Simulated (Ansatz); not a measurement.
Bi2Te3 in space group R-3m (No. 166; Bi on 6c, Te on 6c, Te on 3a), PBE+D3(BJ) (plane waves, PAW; program Ansatz). The conduction-band minimum lies at Γ, with 1 equivalent valley. Second derivatives d²E/dk² of the lowest band at one valley (eV·Å²), along Cartesian directions:

| direction | d²E/dk² |
|---|---|
| [100] | 104.5 |
| [010] | 104.5 |
| [001] | 59.16 |
| [110] | 104.5 |
| [101] | 81.66 |
| [011] | 81.54 |

Q: Find the principal effective masses, the density-of-states mass and the conductivity mass.

A: Off-diagonal terms follow from H_xy = H[110] − (H_xx + H_yy)/2, and m*/mₑ = 7.620 eV·Å² over each eigenvalue: 0.073, 0.073, 0.13. One valley's DOS mass (m₁m₂m₃)^(1/3) = 0.088, conductivity mass 3/(Σ 1/mᵢ) = 0.085 mₑ.

Q: What effective density of states Nc follows at 300 K for parabolic valleys?

A: Nc = 2.509e19 × 1 × (0.088)^(3/2) ≈ 6.6e17 cm⁻³.

Symmetry was held in the PBE+D3(BJ) relaxation. Spin–orbit coupling is left out wherever it is not named.

Potentials: the earlier of the program's two PAW sets.

Edges and masses are those of Kohn–Sham bands, whose gap is no quasiparticle gap.
